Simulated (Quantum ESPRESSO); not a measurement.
Inputs of pw.x and gipaw.x (a modified build of Quantum ESPRESSO, PBE) for MgI₂; the starting potential comes from an earlier run on another mesh:

```
&CONTROL
  calculation = 'scf'
  prefix = 'x'
  pseudo_dir = './pseudo'
  outdir = './out'
  tprnfor = .true.
/
&SYSTEM
  ibrav = 0
  nat = 3
  ntyp = 2
  ecutwfc = 40
  ecutrho = 160
  occupations = 'fixed'
  nbnd = 12
/
&ELECTRONS
  conv_thr = 1e-11
  startingpot = 'file'
/
ATOMIC_SPECIES
Mg 24.305 Mg.GGA_PBE-JTH.UPF
I 126.904 I.GGA_PBE-JTH.UPF
CELL_PARAMETERS angstrom
    4.195679798151     0.000000000000     0.000000000000
   -2.097839899076     3.633565291344     0.000000000000
    0.000000000000     0.000000000000     7.105730000000
ATOMIC_POSITIONS crystal
Mg     0.000000000000     0.000000000000     0.000000000000
I      0.333333333333     0.666666666667     0.234080000000
I      0.666666666667     0.333333333333     0.765920000000
K_POINTS automatic
7 7 4 1 1 1
```

```
&INPUTGIPAW
  job = 'nmr'
  prefix = 'x'
  tmp_dir = './out/'
  restart_mode = 'from_scratch'
  pawproj(1) = .true.
  pawproj(2) = .true.
  use_nmr_macroscopic_shape = .false.
/
```

The cell comes from the Materials Project (a computed structure). It is MgI2 in P-3m1; whether this form has been observed was not checked. Stability against distortions was not tested. The layers lie 3.8 Å apart; this gap hangs on dispersion, and neither it nor the stacking was checked against the measured crystal.

Task: Give the final section of the GIPAW output.

Result: 
```
     f-sum rule (should be   -19.3157):
           -19.3123         -0.0000          0.0000
            -0.0000        -19.3123         -0.0000
             0.0000          0.0000        -19.3158

     Total NMR chemical shifts in ppm: ---------------------------------------
     (adopting the Simpson convention for anisotropy and asymmetry)-----------

     Atom  1  Mg  pos: (  0.000000  0.000000  0.000000)  Total sigma:         552.93
           553.4741          0.0000         -0.0000
             0.0000        553.4741         -0.0000
            -0.0000         -0.0000        551.8289

     Mg      1    anisotropy:     -1.65    eta:    0.0000
     Mg      1    sigma_11=    553.47
     Mg      1    sigma_22=    553.47
     Mg      1    sigma_33=    551.83

     Atom  2  I   pos: ( -0.000000  0.577350  0.396434)  Total sigma:        3843.52
          3895.3286         -0.0000         -0.0000
            -0.0000       3895.3286          0.0000
            -0.0000          0.0000       3739.8896

     I       2    anisotropy:   -155.44    eta:    0.0000
     I       2    sigma_11=   3895.33
     I       2    sigma_22=   3895.33
     I       2    sigma_33=   3739.89

     Atom  3  I   pos: (  0.500000  0.288675  1.297149)  Total sigma:        3843.52
          3895.3286         -0.0000         -0.0000
            -0.0000       3895.3286          0.0000
            -0.0000          0.0000       3739.8896

     I       3    anisotropy:   -155.44    eta:    0.0000
     I       3    sigma_11=   3895.33
     I       3    sigma_22=   3895.33
     I       3    sigma_33=   3739.89
```
The printed anisotropy is 3/2 (σ_33 − σ_iso) in the program's own order; the axes are left out here. Anisotropies that symmetry doesn't fix are less certain than the isotropic values. These are absolute shieldings with no macroscopic susceptibility term; δ = σ_ref − σ needs a reference computed alike. By our sweeps, such settings leave a few ppm in absolute σ on light atoms and up to some 20 ppm from Zn on. No spin–orbit coupling; I is the heaviest element present. No d partial waves on Mg, I: the paramagnetic term there is incompletely reconstructed.
